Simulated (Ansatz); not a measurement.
Values for one crystal, relaxed and computed with plane-wave PAW PBE (Ansatz code); other levels are named.

| Item | Value |
|---|---|
| Volume per atom | 15.70 Å³ |
| Electronic character | metallic (no gap) |
| Bulk modulus (Birch–Murnaghan fit) | 162 GPa |
| Pressure derivative B′ | 6.5 |
| Density of states at the Fermi level | 0.65 states/eV per atom (mean over ±0.08 eV) |
| Formation energy from the elements (no fitted shifts) | -0.36 eV/atom |
| Gap with spin–orbit coupling | none (metallic) |

Task: Pick the material that matches.
A) Ta2SnN, P6_3/mmc (Sn on 2d, Ta on 4f, N on 2a)
B) SiNi3, Cu3Au type
C) ZrN, rock salt
D) W3N, A15 (Cr3Si type)

Result: A, Ta2SnN, P6_3/mmc (Sn on 2d, Ta on 4f, N on 2a)

The start of the workflow was typed in or built on a structure type; neither database checked (COD, Materials Project) lists it. Its standing as an ambient phase is unchecked. Symmetry was held in the PBE relaxation; its stability against distortions is not shown here. The run is not spin-polarised. The references are the lowest solids computed at this level, not always the standard phases (solids in place of the gases). Scalar-relativistic: spin–orbit coupling is off unless named, which matters more the heavier the elements.

Potentials: the earlier of the program's two PAW sets.
